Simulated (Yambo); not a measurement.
NH4I (space group P4/nmm, No. 129), G0W0@LDA in Yambo; all else as in the reference (2×2×2 Γ-centred k mesh, 227 bands and a 7 Ry block in the screening, 227 bands in G with the Bruneval-Gonze terminator, plasmon pole fitted at 27.2 eV). One parameter is varied: the cutoff of the exchange sum, over 5, 10, 20, 40, 84 Ry.

Task: From which value on does the gap Γ → Γ stay within 0.05 eV of the largest setting?

Result: From 20 Ry on.
```tsv
cutoff of the exchange sum (Ry)	G0W0 gap (eV)	valence shift (eV)
5	5.90	-1.17
10	5.66	-1.32
20	5.59	-1.33
40	5.58	-1.33
84	5.58	-1.33
```
The last step of the sweep still moves the gap by 0 meV; the other settings are held fixed.

Spin-orbit coupling is not included.

Geometry of the Materials Project entry, not relaxed at this level; primitive cell a = 6.1494 Å, b = 6.1494 Å, c = 4.4137 Å, α = 90.00°, β = 90.00°, γ = 90.00°.

The structure is a Materials Project entry; no match was found in the copy of COD used, and its stability was not checked.

A shift is the quasiparticle energy of the state minus its LDA energy.

The distance between layers or molecules is the database entry's, not relaxed here. Functionals without dispersion can leave it too large, which widens gaps and weakens the response across layers: the numbers belong to this cell.
